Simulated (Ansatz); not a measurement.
Given:

YF3:
```xyz
16
Lattice="6.3763 0.0000 0.0000 0.0000 6.8633 0.0000 0.0000 0.0000 4.3761" Properties=species:S:1:pos:R:3 pbc="T T T"
Y      4.0242     5.1474     4.1049
Y      2.3521     1.7158     0.2711
Y      5.5403     1.7158     1.9169
Y      0.8360     5.1474     2.4592
F      1.0539     2.9980     1.6612
F      5.3224     3.8653     2.7149
F      2.1343     3.8653     3.8492
F      4.2421     2.9980     0.5268
F      4.2421     0.4337     0.5268
F      2.1343     6.4296     3.8492
F      5.3224     6.4296     2.7149
F      1.0539     0.4337     1.6612
F      3.3322     1.7158     2.5739
F      3.0442     5.1474     1.8021
F      6.2323     5.1474     0.3859
F      0.1440     1.7158     3.9902
```

This is the r²SCAN-relaxed structure. x, y and z are the axes in which the lattice vectors are written.

All from plane-wave PAW r²SCAN (Ansatz code), unless another level is named. Predict the Young's modulus.

145 GPa.

And the elastic constants (relaxed ions, GPa)?

C11 = 221, C22 = 240, C33 = 142, C12 = 98.0, C13 = 122, C23 = 60.8, C44 = 61.4, C55 = 68.5, C66 = 62.1.

Space group Pnma. The workflow started from a Materials Project entry (that database holds measured and hypothetical structures alike); the Crystallography Open Database files this formula in space group No. 62, but the cells were not matched. Whether it is the stable phase at ambient conditions was not checked. Symmetry was held in the r²SCAN relaxation; whether a distortion lowers the energy is not shown. The run is not spin-polarised.

Potentials: the later of the program's two PAW sets.
